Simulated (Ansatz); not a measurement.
EuHg2 (P6/mmm); field of 500 T on the spins.

```yaml
crystal:
  lattice:
    - [4.97000, 0.00000, 0.00000]
    - [-2.48500, 4.30415, 0.00000]
    - [0.00000, 0.00000, 3.70500]
  atoms:
    - { symbol: Eu, position: [0.00000, 0.00000, 0.00000] }
    - { symbol: Hg, position: [0.33333, 0.66667, 0.50000] }
    - { symbol: Hg, position: [0.66667, 0.33333, 0.50000] }
```

The source of the geometry is a structure as deposited in COD; atoms and cell stay fixed.

Functional, mesh and filling: LDA, 6×6×7 k mesh, Fermi–Dirac smearing of 0.05 eV. PAW means Ansatz 0.2.0 on its default frozen-core files. Site moments are integrated in spheres about the atoms. Start moments (μB): Eu1 6.8.

Iteration by iteration:

```csv
iteration,Harris–Foulkes energy less the last (meV),density residual (eV),M (μB),∫|m| (μB)
1,306.337,1.2e+01,7.4209,7.4601
2,6479.647,1.4e+00,7.4478,7.4617
3,6125.838,8.6e-01,7.4637,7.4774
4,3321.738,8.1e-02,7.1677,7.1806
5,1064.546,3.0e-01,7.3527,7.3608
6,416.991,2.8e-02,7.0742,7.0877
7,208.116,5.7e-03,7.1466,7.1572
8,76.416,3.3e-01,6.8877,6.9057
9,48.637,2.0e-02,7.1358,7.1441
10,28.894,4.4e-03,7.0609,7.0714
11,14.997,2.9e-05,7.0845,7.0940
12,7.542,4.4e-04,7.0894,7.0987
13,-5.769,8.3e-02,6.9761,6.9894
14,0.068,1.8e-06,7.0795,7.0888
15,-0.005,1.1e-04,7.0744,7.0838
16,-0.002,2.9e-05,7.0753,7.0846
17,0.000,4.3e-08,7.0769,7.0862
18,0.000,2.2e-08,7.0770,7.0862
19,0.000,1.1e-09,7.0770,7.0863
20,0.000,3.3e-10,7.0770,7.0863
21,0.000,7.6e-11,7.0770,7.0863
```

Site moments (μB): Eu1 6.83, Hg2 0.01, Hg3 0.01. Cell moment 7.08 μB.

The PAW files were made with PBE; the program remakes their cores once for the run's functional and then keeps them frozen. Without U a semilocal functional puts the f levels too near the Fermi level, which can change moments and the order of magnetic states; site and cell moments are spin moments. Spin–orbit coupling is left out although heavy atoms are present. With open f shells a run can end in a state that isn't the lowest. None of this fixes the real material's magnetic order: only patterns that fit the cell were computed, without spin fluctuations and on one mesh and smearing, with a functional that can overstate moments.
